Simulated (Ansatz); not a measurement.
# Clamped-ion strain scan in Pt

All numbers below come from DFT r2SCAN, scalar-relativistic, plane waves, PAW (Ansatz). Cutoff 500 eV, Γ-centred 18×18×10 k-points, Gaussian smearing of 0.15 eV. Spin–orbit coupling is left out, which can shift energies with elements as heavy as these. No spin polarisation. Energies are free energies at this smearing, counted from the undisturbed cell; pressure is positive in compression.

The starting cell (as given, not relaxed at this level; it stands at -6.4 GPa; this form isn't the usual structure):

```
CELL_PARAMETERS angstrom
2.76067 0.00000 0.00000
-1.38033 2.39081 0.00000
0.00000 0.00000 4.79213
ATOMIC_POSITIONS crystal
Pt 0.66667 0.33333 0.75000
Pt 0.33333 0.66667 0.25000
```

The cell is strained by ε times the Voigt pattern (1, 1, 0, 0, 0, 0) (xx, yy, zz, yz, xz, xy; engineering shear) with fractional coordinates fixed. The cell is metallic on the mesh throughout.

| ε | ΔE (meV/atom) |
| --- | --- |
| -0.1000 | 775.8 |
| -0.0750 | 351.0 |
| -0.0500 | 110.2 |
| -0.0250 | 5.4 |
| 0.0000 | 0.0 |
| 0.0250 | 65.7 |
| 0.0500 | 180.4 |
| 0.0750 | 327.6 |
| 0.0875 | 409.2 |
| 0.1000 | 494.6 |

Problem. Predict the pressure (GPa) at each point.

Solution.
| ε | pressure (GPa) |
| --- | --- |
| -0.1000 | 94.0 |
| -0.0750 | 56.0 |
| -0.0500 | 28.2 |
| -0.0250 | 8.0 |
| 0.0000 | -6.4 |
| 0.0250 | -16.6 |
| 0.0500 | -23.5 |
| 0.0750 | -28.1 |
| 0.0875 | -29.8 |
| 0.1000 | -31.1 |